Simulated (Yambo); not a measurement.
MgS (rock salt, space group Fm-3m, No. 225): a test of whether the lowest BSE state is resolved, against the k mesh (Yambo, LDA bands; otherwise 3 valence and 4 conduction bands, static screening with 19 bands and a 4 Ry block, scissor 1.82 eV, Tamm-Dancoff).

```tsv
k mesh	direct gap (eV)	lowest state (eV)	difference (eV)	k points taking part	rough cost
4×4×4	5.64	5.19	0.45	1.1	about 1/60
6×6×6	5.64	5.29	0.35	1.0	about 1/10
8×8×8	5.64	5.36	0.27	1.0	about 1/3
10×10×10	5.64	5.41	0.22	1.0	1
```

The last step moves the difference by 0.05 eV. Even the densest mesh doesn't resolve the state: none of these energies is a result, and the difference is no binding energy.

These are vertical excitations (zero momentum); the indirect quasiparticle gap, about 4.66 eV, is smaller than the direct one (5.64 eV on the GW mesh). The scissor comes from a G0W0 run whose convergence isn't established; costs are rough.

Geometry relaxed with LDA; primitive cell a = 3.628 Å, b = 3.628 Å, c = 3.628 Å, α = 60.00°, β = 60.00°, γ = 60.00°.
